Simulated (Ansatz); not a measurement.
# Lu (P6_3/mmc): lattice vibrations

```xyz
2
Lattice="3.4435 0.0000 0.0000 -1.7217 2.9821 0.0000 0.0000 0.0000 5.3623" Properties=species:S:1:pos:R:3 pbc="T T T"
Lu    0.0000    1.9881    1.3406
Lu    1.7217    0.9940    4.0217
```

Level of theory, where no other is named: PBEsol, all-electron LAPW in Ansatz 0.2.0, scalar-relativistic. k mesh 12×12×8, Fermi-Dirac smearing of 0.080 eV, basis error target 1 meV/atom. The cell was relaxed by PAW under this functional, which moved its volume by -7 % from the database entry's.

Atoms are displaced by 0.01 Å in the smallest supercells that hold the wave vectors of a 2×2×2 mesh. Negative values stand for unstable modes.

(1) What are the phonon energies at the solved wave vectors, in cm⁻¹?

(2) Is the structure dynamically stable at these wave vectors?

(3) How do the optical zone-centre modes decompose, and which are active?

(4) How well do frozen-core PAW files reproduce these all-electron values?

Answers

(1) 

```csv
q,point,modes (cm⁻¹)
0.000 0.000 0.000,Gamma,"71.1 (×2), 124.3"
0.500 0.000 0.000,M,"60.5, 72.7, 99.0, 105.1, 109.3, 112.2"
0.000 0.000 0.500,A,"51.1 (×4), 85.2 (×2)"
0.500 0.000 0.500,L,"69.2 (×2), 81.1 (×2), 107.3 (×2)"
```

(2) Yes, no mode is unstable there; wave vectors off this mesh aren't tested.

(3) Point group 6/mmm: Γ_opt = E2g + B1g.

| label | cm⁻¹ | activity | mostly |
| --- | --- | --- | --- |
| E2g | 71.1 | Raman | Lu (100 %) |
| B1g | 124.3 | silent | Lu (100 %) |

(4) With a cutoff of 420 eV and displacements of 0.0025 Å, the r.m.s. difference over the modes is 0.0 cm⁻¹; the largest difference is 109.4 (PAW) against 109.3 cm⁻¹ (LAPW).

Caveats: responses of metals move with mesh and smearing; the frozen-core PAW files of the compared runs were fitted under PBE, their cores solved anew for this functional.
